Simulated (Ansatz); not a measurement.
Data:

C2CuS2:
```
CELL_PARAMETERS angstrom
      8.70117     0.00000     0.00000
     -4.35058     7.53543     0.00000
      0.00000     0.00000     3.54280
ATOMIC_POSITIONS crystal
  C  0.18673 0.09337 0.00000
  C  0.90663 0.09337 0.00000
  C  0.90663 0.81327 0.00000
  C  0.81327 0.90663 0.00000
  C  0.09337 0.90663 0.00000
  C  0.09337 0.18673 0.00000
  S  0.41527 0.20763 0.00000
  S  0.79237 0.20763 0.00000
  S  0.79237 0.58473 0.00000
  S  0.58473 0.79237 0.00000
  S  0.20763 0.79237 0.00000
  S  0.20763 0.41527 0.00000
  Cu 0.50000 0.00000 0.00000
  Cu 0.00000 0.50000 0.00000
  Cu 0.50000 0.50000 0.00000
```

This is the r²SCAN+D4-relaxed structure. x, y and z are the axes in which the lattice vectors are written.

Question: All from the program Ansatz at the r²SCAN+D4 level (PAW), unless another level is named. Estimate the bulk modulus (Birch–Murnaghan fit).

Answer: 28.4 GPa.

Question: Predict the elastic constants (relaxed ions, GPa).

Answer: C11 = 266, C12 = 112, C13 = 6.6, C33 = 31.4, C44 = -2.8.

Space group P6/mmm. The cell is a constructed one: a structure type filled with these elements; neither database checked (COD, Materials Project) lists it. Whether it is the stable phase at ambient conditions was not checked. The r²SCAN+D4 relaxation kept the symmetry of its start. At this level the phase is mechanically unstable. No spin polarisation was allowed. With an odd number of electrons in the cell and no spin polarisation, the count alone makes it a metal. As this level gives no gap, shear constants depend on the k-mesh and smearing (Fermi–Dirac, 0.1 eV here).

Potentials: the later of the program's two PAW sets.
